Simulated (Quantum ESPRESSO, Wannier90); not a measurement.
# Wannierisation of NaCl (rock salt)

Cell from Materials Project (mp-22862), symmetrised, no further relaxation. COD (Crystallography Open Database) has an entry of this formula and space group (matched by these alone). Method: PBE plane waves in Quantum ESPRESSO 7.5 (PseudoDojo norm-conserving files, 71 Ry, no spin polarisation, no spin-orbit coupling), Bloch states on a 10×10×10 mesh through Γ, Wannier90 4.0.1. Density: 10×10×10 mesh, cold smearing 0.01 Ry.

On the energy scale of pw.x, whose zero is arbitrary, the valence-band maximum lies at 1.27 eV.

Input w.win:

```
num_bands = 1
num_wann = 1
exclude_bands = 1-4,6-19
num_iter = 800
conv_tol = 1.0e-6
conv_window = 4
write_hr = true
write_u_matrices = true
auto_projections = true
begin unit_cell_cart
ang
    0.0000000000    2.7940650000    2.7940650000
    2.7940650000    0.0000000000    2.7940650000
    2.7940650000    2.7940650000    0.0000000000
end unit_cell_cart
begin atoms_frac
Na   0.0000000000  0.0000000000  0.0000000000
Cl   0.5000000000  0.5000000000  0.5000000000
end atoms_frac
mp_grid = 10 10 10
begin kpoints
0.0000000000 0.0000000000 0.0000000000
0.0000000000 0.0000000000 0.1000000000
0.0000000000 0.0000000000 0.2000000000
... (997 more lines: the 10x10x10 mesh through Gamma)
end kpoints
```

Input of pw2wannier90.x that gives the overlap and projection files (equivalent; here they were cut from one run over all bands):

```
&inputpp
  outdir = './out'
  prefix = 'pwscf'
  seedname = 'w'
  write_amn = .true.
  write_mmn = .true.
  atom_proj = .true.
  atom_proj_exclude = 1 2 3 4 5 7 8 9
/
```

Output w.wout (banner and timings cut):

```
                                    ------
                                    SYSTEM
                                    ------

                              Lattice Vectors (Ang)
                    a_1     0.000000   2.794065   2.794065
                    a_2     2.794065   0.000000   2.794065
                    a_3     2.794065   2.794065   0.000000

                   Unit Cell Volume:      43.62541  (Ang^3)

                        Reciprocal-Space Vectors (Ang^-1)
                    b_1    -1.124381   1.124381   1.124381
                    b_2     1.124381  -1.124381   1.124381
                    b_3     1.124381   1.124381  -1.124381

 *----------------------------------------------------------------------------*
 |   Site       Fractional Coordinate          Cartesian Coordinate (Ang)     |
 +----------------------------------------------------------------------------+
 | na   1   0.00000   0.00000   0.00000   |    0.00000   0.00000   0.00000    |
 | cl   1   0.50000   0.50000   0.50000   |    2.79406   2.79406   2.79406    |
 *----------------------------------------------------------------------------*
                                ------------
                                K-POINT GRID
                                ------------

             Grid size = 10 x 10 x 10      Total points = 1000

 *---------------------------------- MAIN ------------------------------------*
 |  Number of Wannier Functions               :                 1             |
 |  Number of Objective Wannier Functions     :                 1             |
 |  Number of input Bloch states              :                 1             |
 |  Output verbosity (1=low, 5=high)          :                 1             |
 |  Timing Level (1=low, 5=high)              :                 1             |
 |  Optimisation (0=memory, 3=speed)          :                 3             |
 |  Length Unit                               :               Ang             |
 |  Post-processing setup (write *.nnkp)      :                 F             |
 |  Using Gamma-only branch of algorithms     :                 F             |
 *----------------------------------------------------------------------------*
 *------------------------------- WANNIERISE ---------------------------------*
 |  Total number of iterations                :               800             |
 |  Number of CG steps before reset           :                 5             |
 |  Trial step length for line search         :             2.000             |
 |  Convergence tolerence                     :         0.100E-05             |
 |  Convergence window                        :                 4             |
 |  Iterations between writing output         :                 1             |
 |  Iterations between backing up to disk     :               100             |
 |  Write r^2_nm to file                      :                 F             |
 |  Write xyz WF centres to file              :                 F             |
 |  Write on-site energies <0n|H|0n> to file  :                 F             |
 |  Use guiding centre to control phases      :                 F             |
 |  Use phases for initial projections        :                 F             |
 *----------------------------------------------------------------------------*
 *-------------------------------- PLOTTING ----------------------------------*
 |  Plotting Hamiltonian in WF basis          :                 T             |
 *----------------------------------------------------------------------------*

       ... (k-mesh section left out)

 Starting a new Wannier90 calculation ...

 Reading overlaps from w.mmn

 Reading projections from w.amn

 *------------------------------- WANNIERISE ---------------------------------*
 +--------------------------------------------------------------------+<-- CONV
 | Iter  Delta Spread     RMS Gradient      Spread (Ang^2)            |<-- CONV
 +--------------------------------------------------------------------+<-- CONV

 ------------------------------------------------------------------------------
 Initial State
  WF centre and spread    1  (  2.794065,  2.794065,  2.794065 )     0.84410497
  Sum of centres and spreads (  2.794065,  2.794065,  2.794065 )     0.84410497

      0     0.844E+00     0.0000000000        0.8441049704  <-- CONV
        O_D=      0.0000000 O_OD=      0.0000000 O_TOT=      0.8441050 <-- SPRD
 ------------------------------------------------------------------------------
      1     0.000E+00     0.0000000001        0.8441049704  <-- CONV
        O_D=      0.0000000 O_OD=      0.0000000 O_TOT=      0.8441050 <-- SPRD
      2     0.000E+00     0.0000000001        0.8441049704  <-- CONV
        O_D=      0.0000000 O_OD=      0.0000000 O_TOT=      0.8441050 <-- SPRD
      3     0.000E+00     0.0000000001        0.8441049704  <-- CONV
        O_D=      0.0000000 O_OD=      0.0000000 O_TOT=      0.8441050 <-- SPRD
      4     0.000E+00     0.0000000001        0.8441049704  <-- CONV
        O_D=      0.0000000 O_OD=      0.0000000 O_TOT=      0.8441050 <-- SPRD
             <<<     Delta < 1.000E-06  over  4 iterations     >>>
             <<< Wannierisation convergence criteria satisfied >>>
 Final State
  WF centre and spread    1  (  2.794065,  2.794065,  2.794065 )     0.84410497
  Sum of centres and spreads (  2.794065,  2.794065,  2.794065 )     0.84410497

         Spreads (Ang^2)       Omega I      =     0.844104970
        ================       Omega D      =     0.000000000
                               Omega OD     =     0.000000000
    Final Spread (Ang^2)       Omega Total  =     0.844104970
```
